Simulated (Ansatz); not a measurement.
# Sb2Se3 — quadrupolar parameters

The cell is an entry of the Crystallography Open Database (COD), ions relaxed with PBE at fixed cell.

```xyz
20
Lattice="11.7700 0.0000 0.0000 0.0000 3.9620 0.0000 0.0000 0.0000 11.6200" Properties=species:S:1:pos:R:3 pbc="T T T"
Sb    0.3010    0.9905    3.8154
Sb   11.4690    2.9715    7.8046
Sb    5.5840    2.9715    9.6254
Sb    6.1860    0.9905    1.9946
Sb    1.7512    2.9715    0.4538
Sb   10.0188    0.9905   11.1662
Sb    4.1338    0.9905    6.2638
Sb    7.6362    2.9715    5.3562
Se    0.6518    0.9905   10.0971
Se   11.1182    2.9715    1.5229
Se    5.2332    2.9715    4.2871
Se    6.5368    0.9905    7.3329
Se    1.5172    2.9715    5.1999
Se   10.2528    0.9905    6.4201
Se    4.3678    0.9905   11.0099
Se    7.4022    2.9715    0.6101
Se    2.5324    0.9905    2.2746
Se    9.2376    2.9715    9.3454
Se    3.3526    2.9715    8.0846
Se    8.4174    0.9905    3.5354
```

Atom numbers follow the list; atoms alike are taken as one site, whose name carries the number of the first.

All values are calculated (Ansatz; DFT, r2SCAN, plane waves and PAW, scalar-relativistic, 500 eV cutoff, Γ-centred 3×7×3 k-points, Fermi–Dirac smearing 0.02 eV), not measured.

C_Q = eQV_zz/h, which is 24.18 MHz for Q = 1 b and V_zz = 10²¹ V/m²; η = (V_xx − V_yy)/V_zz. Directions are in the Cartesian axes of the cell vectors above, for the atom listed; none is given where the gradient is under 0.02 or η is above 0.95.

| site | first atom | first shell | V_zz (10²¹ V/m²) | η | direction of V_zz (x, y, z) |
| --- | --- | --- | --- | --- | --- |
| Sb1 | 1 | 3 Se at 2.71 Å; also 3 Se at 3.18 Å | -11.58 | 0.49 | 0.99 0.00 0.17 |
| Sb5 | 5 | 3 Se at 2.63–2.80 Å; also 4 Se at 3.01–3.45 Å | -15.33 | 0.04 | 0.76 0.00 -0.65 |
| Se9 | 9 | 1 Sb at 2.63 Å; also 4 Sb at 3.01–3.18 Å | 16.53 | 0.89 | 0.94 0.00 -0.33 |
| Se13 | 13 | 2 Sb at 2.71 Å, angle 94°; also 3 Sb at 3.18–3.45 Å | -27.8 | 0.14 | 0.78 0.00 -0.63 |
| Se17 | 17 | 3 Sb at 2.71–2.80 Å | 7.85 | 0.64 | -0.46 0.00 0.89 |

At Sb1 V_zz stands upright on the plane through its three neighbours (within 10°). At Se13 V_zz stands upright on the plane of its two bonds (within 3°).

The largest force is 0.3 eV/Å, so the atoms aren't at the calculated equilibrium and relaxing them would move these values. Without spin–orbit coupling (the program notes it for Sb) the gradients can shift somewhat, as the gap is small. With these PAW files V_zz is typically within 2 to 3 % of all-electron values, but misses above 10 % occur on Sb.
